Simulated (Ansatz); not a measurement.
BN:
```xyz
8
Lattice="2.5586 0.0000 0.0000 -1.2793 2.2158 0.0000 0.0000 0.0000 8.4093" Properties=species:S:1:pos:R:3 pbc="T T T"
B      0.0000     0.0000     8.4075
B      0.0000     0.0000     4.2028
B      1.2793     0.7386     6.3109
B      0.0000     1.4772     2.1063
N      0.0000     0.0000     6.8381
N      0.0000     0.0000     2.6334
N      1.2793     0.7386     4.7280
N      0.0000     1.4772     0.5233
```

This is the PBE-relaxed structure. Tensor components refer to the Cartesian frame of this cell.

Question: All from the program Ansatz at the PBE level (PAW), unless another level is named. Give the hole effective mass, band 2 of 2 at the edge.

Answer: 0.35 along x, 1.3 along z (mₑ).

Question: Next, the formation energy from the elements (no fitted shifts)?

Answer: -1.16 eV/atom.

Question: Predict the electron effective mass.

Answer: 0.36, 0.51, 0.80 mₑ (principal values).

Question: Next, the weight of the conduction-edge state by species (Voronoi cells)?

Answer: B 57 %, N 43 %.

Space group P6_3mc. A made-up cell: these elements were put on the sites of a structure type. Its sites differ from those of the usual phase in this space group: another stacking or structure type. The cell was relaxed with PBE under the symmetry of its start; phonons on a q-mesh show no instability. The references are the lowest solids computed at this level, not always the standard phases (solids in place of the gases).

Potentials: the later of the program's two PAW sets.

Edges and masses are those of Kohn–Sham bands, whose gap is no quasiparticle gap.
